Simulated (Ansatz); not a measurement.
# C: clamped-ion strain scan

The calculation used DFT r2SCAN, scalar-relativistic, plane waves, PAW in Ansatz 0.2.0. The runs took a 500 eV cutoff, a Γ-centred 12×12×6 mesh and Gaussian smearing (0.05 eV). No spin polarisation. Energies are free energies at this smearing, counted from the undisturbed cell; pressure is positive in compression.

The undisturbed cell (relaxed at this level):

```
C
1.0
     2.50319    0.00000    0.00000
    -1.25160    2.16783    0.00000
     0.00000    0.00000    4.16888
C
4
Direct
  0.33333 0.66667 0.06273
  0.66667 0.33333 0.56273
  0.33333 0.66667 0.43727
  0.66667 0.33333 0.93727
```

The cell is strained by ε times the Voigt pattern (1, 1, 0, 0, 0, 0) (xx, yy, zz, yz, xz, xy; engineering shear) with fractional coordinates fixed.

```tsv
ε	ΔE (meV/atom)	stress summed along the pattern (GPa, tension positive)	pressure (GPa)
-0.1500	1563.7	-833.16	286.1
-0.1125	796.9	-518.63	176.8
-0.0750	321.4	-287.74	97.5
-0.0375	73.1	-120.09	40.5
0.0000	0.0	-0.02	0.0
0.0375	60.6	84.19	-28.1
0.0750	221.2	141.30	-47.0
0.1125	454.6	177.92	-59.0
0.1312	591.1	190.17	-62.9
0.1500	738.6	199.15	-65.8
```